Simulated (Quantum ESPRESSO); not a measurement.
SiAsF3O3, one run as intended and one with a planted mistake

Computed values, not a measurement. The program is pw.x of Quantum ESPRESSO 7.5 (plane-wave density functional theory). The cell is made up: 8 atoms on a quartz lattice with one site empty, with randomly drawn elements, strain and displacements, not relaxed. PseudoDojo standard norm-conserving files (v0.5 for PBE, v0.4.1 for LDA and PBEsol) set the functional; there is no spin polarisation, spin-orbit coupling or dispersion term, and the masses in the input are unused placeholders.

Intended input:

```
&control calculation='scf', pseudo_dir='./dojo.nc.sr.pbe.v0_5.standard.upf', outdir='./o', disk_io='medium', tprnfor=.true., tstress=.true. /
&system ibrav=0, nat=8, ntyp=4, nbnd=35, ecutwfc=84.00895049, nosym=.true., tot_charge=0,
 occupations='smearing', smearing='fd', degauss=0.0018374661
/
&electrons conv_thr=7.350e-09, electron_maxstep=60, /
ATOMIC_SPECIES
As 1.0 As.upf
F 1.0 F.upf
O 1.0 O.upf
Si 1.0 Si.upf
CELL_PARAMETERS angstrom
5.2831 0.0 0.0
-2.6415 4.5753 0.0
0.0 0.0 5.8621
ATOMIC_POSITIONS angstrom
Si 2.5198 -0.0649 3.9094
As -1.2767 2.0478 1.924
F 1.4804 1.2261 4.6067
O 3.4672 0.7283 2.5862
O 2.8897 2.7931 0.7849
F 0.2494 1.7871 1.2941
O -1.1076 3.2844 3.2168
F 0.8863 3.8941 5.1139
K_POINTS automatic
5 5 4 1 1 1
```

The log is shortened where brackets say so; the opening notice, blank lines, dates and the lines on written files are dropped, and the path of the files is cut. It prints rydbergs, bohrs and kilobars, and counts compression as positive stress. Where no state is partly filled, the Fermi energy that it prints is only some level between the filled and the empty states on the mesh, and need not lie in the true gap.

Log of the intended run:

```
     Program PWSCF v.7.5
     Parallel version (MPI & OpenMP), running on       1 processor cores
     Number of MPI processes:                 1
     Threads/MPI process:                     1
     [start-up lines left out]
     bravais-lattice index     =            0
     lattice parameter (alat)  =       9.9836  a.u.
     unit-cell volume          =     956.2209 (a.u.)^3
     number of atoms/cell      =            8
     number of atomic types    =            4
     number of electrons       =        58.00
     number of Kohn-Sham states=           35
     kinetic-energy cutoff     =      84.0090  Ry
     charge density cutoff     =     336.0358  Ry
     scf convergence threshold =      7.3E-09
     mixing beta               =       0.7000
     number of iterations used =            8  plain     mixing
     Exchange-correlation= PBE
                           (   1   4   3   4   0   0   0)
     [axes and pseudopotential details left out]
   Cartesian axes
     site n.     atom                  positions (alat units)
         1        Si     tau(   1) = (   0.4769548  -0.0122845   0.7399822  )
         2        As     tau(   2) = (  -0.2416574   0.3876133   0.3641801  )
         3        F      tau(   3) = (   0.2802143   0.2320797   0.8719691  )
         4        O      tau(   4) = (   0.6562813   0.1378547   0.4895232  )
         5        O      tau(   5) = (   0.5469705   0.5286858   0.1485681  )
         6        F      tau(   6) = (   0.0472071   0.3382673   0.2449509  )
         7        O      tau(   7) = (  -0.2096496   0.6216805   0.6088849  )
         8        F      tau(   8) = (   0.1677614   0.7370862   0.9679733  )
     number of k points=    50  Fermi-Dirac smearing, width (Ry)=  0.0018
                       cart. coord. in units 2pi/alat
        k(    1) = (   0.1000000   0.1732039   0.1126537), wk =   0.0400000
        k(    2) = (   0.1000000   0.1732039   0.3379612), wk =   0.0400000
     [further k points left out]
     Dense  grid:    99371 G-vectors     FFT dimensions: (  60,  60,  72)
     Estimated max dynamical RAM per process >     129.22 MB
     Initial potential from superposition of free atoms
     starting charge      57.9991, renormalised to      58.0000
     Starting wfcs are   37 randomized atomic wfcs
     total cpu time spent up to now is       18.9 secs
     per-process dynamical memory:    95.4 Mb
     Self-consistent Calculation
     iteration #  1     ecut=    84.01 Ry     beta= 0.70
     Davidson diagonalization with overlap
     ethr =  1.00E-02,  avg # of iterations =  3.1
     total cpu time spent up to now is       50.8 secs
     total energy              =    -466.93757418 Ry
     estimated scf accuracy    <       1.86938523 Ry
     iteration #  2     ecut=    84.01 Ry     beta= 0.70
     Davidson diagonalization with overlap
     ethr =  3.22E-03,  avg # of iterations =  2.9
     total cpu time spent up to now is       87.0 secs
     total energy              =    -466.67971910 Ry
     estimated scf accuracy    <       4.96320982 Ry
     [iterations 3 to 10 left out]
     iteration # 11     ecut=    84.01 Ry     beta= 0.70
     Davidson diagonalization with overlap
     ethr =  4.83E-10,  avg # of iterations =  2.1
     total cpu time spent up to now is      385.3 secs
     total energy              =    -467.82059525 Ry
     estimated scf accuracy    <       0.00000005 Ry
     iteration # 12     ecut=    84.01 Ry     beta= 0.70
     Davidson diagonalization with overlap
     ethr =  8.04E-11,  avg # of iterations =  2.6
     total cpu time spent up to now is      415.3 secs
     End of self-consistent calculation
     [lines on levels left out]
     the Fermi energy is     2.1135 ev
!    total energy              =    -467.82059526 Ry
     estimated scf accuracy    <          6.2E-09 Ry
     smearing contrib. (-TS)   =       0.00000000 Ry
     internal energy E=F+TS    =    -467.82059526 Ry
     The total energy is F=E-TS. E is the sum of the following terms:
     one-electron contribution =    -358.13211597 Ry
     hartree contribution      =     202.38748265 Ry
     xc contribution           =    -108.66271759 Ry
     ewald contribution        =    -203.41324435 Ry
     convergence has been achieved in  12 iterations
     Forces acting on atoms (cartesian axes, Ry/au):
     atom    1 type  4   force =    -0.03881384    0.03135680    0.02877377
     atom    2 type  1   force =    -0.10886010    0.32352425   -0.19656603
     atom    3 type  2   force =     0.09901160   -0.13159871   -0.07820137
     atom    4 type  3   force =    -0.11340162   -0.25783956    0.19353566
     atom    5 type  3   force =     0.11213411   -0.07193710    0.09361314
     atom    6 type  2   force =     0.04861073   -0.02030056    0.00168125
     atom    7 type  3   force =     0.07651836    0.06661807    0.05467467
     atom    8 type  2   force =    -0.07519924    0.06017681   -0.09751110
     Total force =     0.608166     Total SCF correction =     0.000270
     Computing stress (Cartesian axis) and pressure
          total   stress  (Ry/bohr**3)                   (kbar)     P=      -75.71
  -0.00055428   0.00038669  -0.00028328          -81.54       56.88      -41.67
   0.00038669  -0.00032421  -0.00018546           56.88      -47.69      -27.28
  -0.00028328  -0.00018546  -0.00066547          -41.67      -27.28      -97.89
     init_run     :     15.82s CPU     18.73s WALL (       1 calls)
     electrons    :    367.87s CPU    396.48s WALL (       1 calls)
     forces       :      4.46s CPU      4.51s WALL (       1 calls)
     stress       :     18.80s CPU     18.96s WALL (       1 calls)
     [timing details left out]
     PWSCF        :   6m47.28s CPU   7m19.50s WALL
     JOB DONE.
```

A second run has one planted mistake: the files are those of another functional. The input lines that differ, file-writing options aside:

```
- &control calculation='scf', pseudo_dir='./dojo.nc.sr.pbe.v0_5.standard.upf', outdir='./o', disk_io='medium', tprnfor=.true., tstress=.true. /
+ &control calculation='scf', pseudo_dir='./dojo.nc.sr.pbesol.v0_4_1.standard.upf', outdir='./o', disk_io='medium', tprnfor=.true., tstress=.true. /
```

Its log:

```
     Program PWSCF v.7.5
     Parallel version (MPI & OpenMP), running on       1 processor cores
     Number of MPI processes:                 1
     Threads/MPI process:                     1
     [start-up lines left out]
     bravais-lattice index     =            0
     lattice parameter (alat)  =       9.9836  a.u.
     unit-cell volume          =     956.2209 (a.u.)^3
     number of atoms/cell      =            8
     number of atomic types    =            4
     number of electrons       =        58.00
     number of Kohn-Sham states=           35
     kinetic-energy cutoff     =      84.0090  Ry
     charge density cutoff     =     336.0358  Ry
     scf convergence threshold =      7.3E-09
     mixing beta               =       0.7000
     number of iterations used =            8  plain     mixing
     Exchange-correlation= PBESOL
                           (   1   4  10   8   0   0   0)
     [axes and pseudopotential details left out]
   Cartesian axes
     site n.     atom                  positions (alat units)
         1        Si     tau(   1) = (   0.4769548  -0.0122845   0.7399822  )
         2        As     tau(   2) = (  -0.2416574   0.3876133   0.3641801  )
         3        F      tau(   3) = (   0.2802143   0.2320797   0.8719691  )
         4        O      tau(   4) = (   0.6562813   0.1378547   0.4895232  )
         5        O      tau(   5) = (   0.5469705   0.5286858   0.1485681  )
         6        F      tau(   6) = (   0.0472071   0.3382673   0.2449509  )
         7        O      tau(   7) = (  -0.2096496   0.6216805   0.6088849  )
         8        F      tau(   8) = (   0.1677614   0.7370862   0.9679733  )
     number of k points=    50  Fermi-Dirac smearing, width (Ry)=  0.0018
                       cart. coord. in units 2pi/alat
        k(    1) = (   0.1000000   0.1732039   0.1126537), wk =   0.0400000
        k(    2) = (   0.1000000   0.1732039   0.3379612), wk =   0.0400000
     [further k points left out]
     Dense  grid:    99371 G-vectors     FFT dimensions: (  60,  60,  72)
     Estimated max dynamical RAM per process >     129.22 MB
     Initial potential from superposition of free atoms
     starting charge      57.9992, renormalised to      58.0000
     Starting wfcs are   37 randomized atomic wfcs
     total cpu time spent up to now is       20.4 secs
     per-process dynamical memory:    95.4 Mb
     Self-consistent Calculation
     iteration #  1     ecut=    84.01 Ry     beta= 0.70
     Davidson diagonalization with overlap
     ethr =  1.00E-02,  avg # of iterations =  3.1
     total cpu time spent up to now is       81.9 secs
     total energy              =    -465.81899776 Ry
     estimated scf accuracy    <       1.76288408 Ry
     iteration #  2     ecut=    84.01 Ry     beta= 0.70
     Davidson diagonalization with overlap
     ethr =  3.04E-03,  avg # of iterations =  3.0
     total cpu time spent up to now is      144.7 secs
     total energy              =    -465.56115338 Ry
     estimated scf accuracy    <       4.79660956 Ry
     [iterations 3 to 10 left out]
     iteration # 11     ecut=    84.01 Ry     beta= 0.70
     Davidson diagonalization with overlap
     ethr =  4.04E-10,  avg # of iterations =  2.0
     total cpu time spent up to now is      568.3 secs
     total energy              =    -466.65542775 Ry
     estimated scf accuracy    <       0.00000005 Ry
     iteration # 12     ecut=    84.01 Ry     beta= 0.70
     Davidson diagonalization with overlap
     ethr =  9.31E-11,  avg # of iterations =  2.1
     total cpu time spent up to now is      615.1 secs
     End of self-consistent calculation
     [lines on levels left out]
     the Fermi energy is     1.9969 ev
!    total energy              =    -466.65542776 Ry
     estimated scf accuracy    <          5.0E-09 Ry
     smearing contrib. (-TS)   =       0.00000000 Ry
     internal energy E=F+TS    =    -466.65542776 Ry
     The total energy is F=E-TS. E is the sum of the following terms:
     one-electron contribution =    -358.12475299 Ry
     hartree contribution      =     201.90950475 Ry
     xc contribution           =    -107.02693516 Ry
     ewald contribution        =    -203.41324435 Ry
     convergence has been achieved in  12 iterations
     Forces acting on atoms (cartesian axes, Ry/au):
     atom    1 type  4   force =    -0.03818571    0.03171474    0.03088462
     atom    2 type  1   force =    -0.10753614    0.31900944   -0.19478503
     atom    3 type  2   force =     0.10418570   -0.13664066   -0.08085377
     atom    4 type  3   force =    -0.11039307   -0.24477321    0.18973459
     atom    5 type  3   force =     0.12002784   -0.07834342    0.10263963
     atom    6 type  2   force =     0.03339664   -0.01703090    0.00783992
     atom    7 type  3   force =     0.07914478    0.06354180    0.04869888
     atom    8 type  2   force =    -0.08064004    0.06252220   -0.10415884
     Total force =     0.604427     Total SCF correction =     0.000253
     Computing stress (Cartesian axis) and pressure
          total   stress  (Ry/bohr**3)                   (kbar)     P=      -96.30
  -0.00069805   0.00038751  -0.00028532         -102.69       57.01      -41.97
   0.00038751  -0.00046804  -0.00017534           57.01      -68.85      -25.79
  -0.00028532  -0.00017534  -0.00079783          -41.97      -25.79     -117.37
     init_run     :     19.45s CPU     20.18s WALL (       1 calls)
     electrons    :    568.29s CPU    594.78s WALL (       1 calls)
     forces       :      8.01s CPU      8.08s WALL (       1 calls)
     stress       :     28.77s CPU     28.94s WALL (       1 calls)
     [timing details left out]
     PWSCF        :  10m24.87s CPU  10m53.02s WALL
     JOB DONE.
```

|  | intended run | run with the mistake |
| --- | --- | --- |
| free energy (eV) | -6365.023 | -6349.171 |
| smearing term -TS (eV) | 0.0000 | 0.0000 |
| pressure (GPa) | -7.57 | -9.63 |
| largest force component (eV/Å) | 8.318 | 8.202 |
| largest change of a force component (eV/Å) |  | 0.391 |
| iterations | 12 | 12 |

For scale, a rerun of the intended cell at a cutoff of 1437 eV and k mesh 7 x 7 x 6 moved values by no more than 0.004 eV in energy, 0.02 GPa in stress and 0.002 eV/Å in force. Files of another functional have another zero of energy, so the energy change says nothing on stability.